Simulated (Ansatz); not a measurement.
# Fields on a plane of Cu3Au (Cu3Au type)

```yaml
crystal:
  lattice:
    - [3.78050, 0.00000, 0.00000]
    - [0.00000, 3.78050, 0.00000]
    - [0.00000, 0.00000, 3.78050]
  atoms:
    - { symbol: Cu, position: [0.00000, 0.50000, 0.50000] }
    - { symbol: Cu, position: [0.50000, 0.00000, 0.50000] }
    - { symbol: Cu, position: [0.50000, 0.50000, 0.00000] }
    - { symbol: Au, position: [0.00000, 0.00000, 0.00000] }
```

The slice is a {100} plane (indices of the conventional cell) through the point (0.500, 0.500, 0.000) (fractional), spanned by u = [100] and v = [010] in vectors of this cell: u (3.78 Å) and v (3.78 Å, at 90° to u). It covers one period; positions are fractions (u, v).

Atoms on it: Cu at (0.00, 0.00); Au at (0.50, 0.50).

Level of theory: PBE (plane waves to 420 eV, PAW, scalar-relativistic; Ansatz, a first-principles code). k mesh 12×12×12. Inside the PAW spheres the values are not all-electron values, and peaks at nuclei hang on which shells count as valence. Cu3Au is run without spin polarisation. Cu3Au was relaxed with its symmetry unable to fall. Spin-orbit coupling is left out, though Au is heavy.

```tsv
v \ u	0.00	0.12	0.25	0.38	0.50	0.62	0.75	0.88
0.88	1.0	0.4	-0.5	-0.7	-0.7	-0.7	-0.5	0.4
0.75	-0.4	-0.5	-0.5	-0.2	0.0	-0.2	-0.5	-0.5
0.62	-0.8	-0.7	-0.2	0.6	0.9	0.6	-0.2	-0.7
0.50	-0.9	-0.7	0.0	0.9	1.2	0.9	0.0	-0.7
0.38	-0.8	-0.7	-0.2	0.6	0.9	0.6	-0.2	-0.7
0.25	-0.4	-0.5	-0.5	-0.2	0.0	-0.2	-0.5	-0.5
0.12	1.0	0.4	-0.5	-0.7	-0.7	-0.7	-0.5	0.4
0.00	1.8	1.0	-0.4	-0.8	-0.9	-0.8	-0.4	1.0
```

Values: log₁₀ of the valence density in e/Å³. The scale is logarithmic, as a density can span decades between atoms and voids.

```
|xxxxxxxxxxxxxx5577889999999999887755xxxxxxxxxxxx|
|xxxxxxxxxxxxxx5577888899999988887755xxxxxxxxxxxx|
|xxxxxxxxxxxx33557777777777777777775533xxxxxxxxxx|
|xxxxxxxxxx114455666655555555556666554411xxxxxxxx|
|xxxxxxxx1144555544331100000011334455554411xxxxxx|
|xxxxxx33445544331100xxxxxxxxxx00113344554433xxxx|
|445555555555330000xxxxxxxxxxxxxx0000335555555555|
|7777777766441100xxxxxxxxxxxxxxxxxx00114466777777|
|88888877663300xxxxxxxxxxxxxxxxxxxxxx003366778888|
|999988775511xxxxxxxxxxxxxxxxxxxxxxxxxx1155778899|
|999999775500xxxxxxxxxxxxxxxxxxxxxxxxxx0055779999|
|999999775500xxxxxxxxxxxxxxxxxxxxxxxxxx0055779999|
|999999775500xxxxxxxxxxxxxxxxxxxxxxxxxx0055779999|
|999988775511xxxxxxxxxxxxxxxxxxxxxxxxxx1155778899|
|88888877663300xxxxxxxxxxxxxxxxxxxxxx003366778888|
|7777777766441100xxxxxxxxxxxxxxxxxx00114466777777|
|445555555555330000xxxxxxxxxxxxxx0000335555555555|
|xxxxxx33445544331100xxxxxxxxxx00113344554433xxxx|
|xxxxxxxx1144555544331100000011334455554411xxxxxx|
|xxxxxxxxxx114455666655555555556666554411xxxxxxxx|
|xxxxxxxxxxxx33557777777777777777775533xxxxxxxxxx|
|xxxxxxxxxxxxxx5577888899999988887755xxxxxxxxxxxx|
|xxxxxxxxxxxxxx5577889999999999887755xxxxxxxxxxxx|
|xxxxxxxxxxxxxx4477889999999999887744xxxxxxxxxxxx|
```
Scale: ten equal steps from 3.00 (start of '0') to 11.66 (end of '9'), in the order '0123456789'. Values: electrostatic potential energy of an electron, from the cell's mean, in eV. The map has 24 points along u (two characters each, u = 0 at the left) and 24 along v (v = 0 in the bottom row). Points within 1 Å of a nucleus are blanked (x), as the pseudised field means little there. Values under 3 eV are set to 3. The zero, the cell's mean, hangs on the PAW cores.

* **Density on the Cu–Au line (2.67 Å) at its density minimum, 1.2 Å from Cu**: 0.30 e/Å³
* **ELF at that point**: 0.2
